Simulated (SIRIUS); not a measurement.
Worked example: self-consistent single point of MoS₂ (R3m, 3 atoms in the cell; from Materials Project mp-1434, changed as shown) in SIRIUS.

All values come from this method and carry its errors: LDA (PW92), FP-LAPW (LAPW with two local orbitals a valence shell; core below -3 Ha), all-electron full potential with ZORA scalar-relativistic valence and Dirac core in SIRIUS 7.12.0.

The change in words: volume scaled by 0.98. Reference geometry (R3m):
```
CELL_PARAMETERS angstrom
      1.55410     0.89726     6.32718
     -1.55410     0.89726     6.32718
      0.00000    -1.79452     6.32718
ATOMIC_POSITIONS crystal
  Mo 0.99978 0.99978 0.99978
  S  0.41294 0.41294 0.41294
  S  0.25330 0.25330 0.25330
```

Reference input (self-consistent single point, DFT, LDA (PW92), FP-LAPW (LAPW with two local orbitals a valence shell; core below -3 Ha), all-electron full potential with ZORA scalar-relativistic valence and Dirac core): parameters.ngridk = 6 6 6; basis = LAPW with two local orbitals a valence shell, core below -3 Ha; unit_cell.atom_type_rmt = {Mo: 2.29, S: 1.99} bohr; parameters.xc_functionals = [XC_LDA_X, XC_LDA_C_PW]; parameters.aw_cutoff = 7; parameters.pw_cutoff = 20 1/bohr; parameters.smearing = fermi_dirac; parameters.smearing_width = 0.000367493 Ha; parameters.electronic_structure_method = full_potential_lapwlo; parameters.lmax_apw = 8; parameters.lmax_rho = 8; parameters.lmax_pot = 8. This run's input differs from it in these lines:

```diff
@@ -36,7 +36,7 @@
     "lattice_vectors": [
-      [0.2363022826, 0.1364290499, 0.9620542618],
-      [-0.2363022826, 0.1364290499, 0.9620542618],
-      [0.0, -0.2728582518, 0.9620542618]
+      [0.2363022932, 0.1364291072, 0.9620542418],
+      [-0.2363022932, 0.1364291072, 0.9620542418],
+      [0.0, -0.2728582144, 0.9620542418]
     ],
-    "lattice_vectors_scale": 12.428232,
+    "lattice_vectors_scale": 12.344814,
     "atom_coordinate_units": "au",
@@ -53,7 +53,7 @@
       "Mo": [
-        [0.0, -1.8893e-06, 35.8620093071]
+        [-0.0, -0.0, 35.6213036068]
       ],
       "S": [
-        [-0.0, -7.803e-07, 14.8120091793],
-        [0.0, -4.787e-07, 9.0859534533]
+        [-0.0, -0.0, 14.7125910175],
+        [0.0, -0.0, 9.0249685606]
       ]
```

Output, abridged:

```
[find] density tolerance         : 1e-06
[find] total energy tolerance    : 1e-07
[find] iter_solver_tol (initial) : 0.01
[find] iter_solver_tol (target)  : 1e-13
[find] num_dft_iter              : 100
Charges and magnetic moments
--------------------------------------------------------------------------------
atom      charge    core leakage
--------------------------------------------------------------------------------
   0   40.174132    0.000000e+00
   1   13.812225    0.000000e+00
   2   13.812319    0.000000e+00

total core leakage    : 0.00000000e+00
interstitial charge   : 6.201324
total charge          : 74.000000
   [... lines left out ...]
[find]    2   13.956778    2.921727e-04
[find] total core leakage    : 5.88102657e-04
[find] interstitial charge   : 6.326102
[find] total charge          : 73.999411
[find] Energy
[find] smearing (-TS)                 :      -0.00000000
[find] Total energy                   :   -4841.53934904 (Ha),   -9683.07869808 (Ry)
[find] Free energy (E-TS)             :   -4841.53934904 (Ha),   -9683.07869808 (Ry)
[find] band gap (eV)                  :       1.05652476
[find] Efermi                         :       0.31521365
[find] iteration : 15, RMS (target) : 4.8707e-07 (1.0000e-06) , energy difference (target) : -3.9108e-10 (1.0000e-07)
[find] converged after 16 SCF iterations!
Warning in function "check_num_electrons" at src/density/density.cpp:1179
wrong number of electrons
  obtained value : 73.9994
  target value : 74
  difference : 0.000589269
  total core leakage : 0.000588103
    atom class : 0, core leakage : 3.7633e-06
    atom class : 1, core leakage : 0.000292167
    atom class : 2, core leakage : 0.000292173
[find] Charges and magnetic moments
[find] atom      charge    core leakage
[find]    0   39.759999    3.763298e-06
[find]    1   13.956532    2.921667e-04
[find]    2   13.956778    2.921727e-04
[find] total core leakage    : 5.88102657e-04
[find] interstitial charge   : 6.326102
[find] total charge          : 73.999411
[find] Energy
[find] smearing (-TS)                 :      -0.00000000
   [... lines left out ...]
[find] Free energy (E-TS)             :   -4841.53934904 (Ha),   -9683.07869808 (Ry)
   [... lines left out ...]
[find] band gap (eV)                  :       1.05652476
[find] Efermi                         :       0.31521365
[ground_state] ==== total Forces in Ha/bohr =====
[ground_state] atom:    0, force:       0.0000000      0.0000000     -0.0000237
[ground_state] atom:    1, force:       0.0000000      0.0000000      0.0281523
[ground_state] atom:    2, force:       0.0000000      0.0000000     -0.0281288
```

The run converged in 16 iterations. Against the reference run the free energy rises by 17.7 meV/atom, the largest force goes from 1.037 to 1.448 eV/Å and the gap on the mesh moves little (1.064 to 1.057 eV).

Forces above 1 eV/Å remain at this geometry. The structure comes from a collection of computed structures, made at another level of theory; the collection holds predicted forms beside known ones. Its lattice was then scaled. Values depend on the basis (sphere radii, cutoffs, local orbitals), which need not be converged.

Cost on one core: very roughly 60 core-seconds.

The gap that the log prints is read on the run's mesh, which can miss the band edges or a crossing.
